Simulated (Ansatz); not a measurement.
BaS:
Space group Fm-3m (No. 225); a = b = c = 6.332 Å, α = β = γ = 90.00°

```json
[
 {"atom": "Ba", "site": "4a", "symmetry": "m-3m", "x": "0.0000", "y": "0.0000", "z": "0.0000"},
 {"atom": "S", "site": "4b", "symmetry": "m-3m", "x": "0.5000", "y": "0.5000", "z": "0.5000"}
]
```
(The calculation used a cell of 2 atoms; values per cell refer to that cell.)

This is the PBEsol-relaxed structure.

### Question
All from PBEsol in the plane-wave PAW code Ansatz, unless another level is named. Predict the Debye temperature from the elastic constants.

### Answer
253 K.

### Question
Predict the elastic constants (relaxed ions, GPa).

### Answer
C11 = 104, C12 = 17.7, C44 = 18.2.

The PBEsol relaxation kept the symmetry of its start. Spin–orbit coupling is left out wherever it is not named.

Potentials: the later of the program's two PAW sets.
